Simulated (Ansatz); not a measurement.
Cell and atoms are relaxed with the symmetry kept. Start:

```
Cs Fe As
1.0
    -1.83584    1.83584    8.00644
     1.83584   -1.83584    8.00644
     1.83584    1.83584   -8.00644
Cs Fe As
1 2 2
Direct
  0.00000 0.00000 0.00000
  0.75000 0.25000 0.50000
  0.25000 0.75000 0.50000
  0.65563 0.65563 0.00000
  0.34437 0.34437 0.00000
```

The calculation used DFT r2SCAN, scalar-relativistic, plane waves, PAW in Ansatz.

Cutoff 500 eV; k points 14×14×14 on the computed 5-atom cell (Γ-centred); Gaussian smearing, width 0.10 eV; collinear spin from starting moments 0 1.91 1.91 -0.15 -0.15 μB.

Question: What does it relax to?

Answer: The volume goes up by 0.07 Å³/atom to 21.66 Å³/atom, and the energy changes by under 0.1 meV/atom. The cell ends with a moment of 3.03 μB (only this magnetic start was tried). Final structure:
```xyz
5
Lattice="-1.8402 1.8402 7.9956 1.8402 -1.8402 7.9956 1.8402 1.8402 -7.9956" Properties=species:S:1:pos:R:3 pbc="T T T"
Cs    0.0000    0.0000    0.0000
Fe    0.0000    1.8402    3.9978
Fe    1.8402    0.0000    3.9978
As    0.0000    0.0000   10.4865
As    0.0000    0.0000    5.5047
```

The state reached may not be the lowest one. Spin-orbit coupling is left out, which matters for the bands of heavy elements. The program reads another magnetic order as possibly lower. Only parallel moments were tried here.

Cost: 1 run of about 55 core-minutes, on Intel Xeon Processor @ 2.50GHz (Skylake/Cascade Lake) (shared hosts).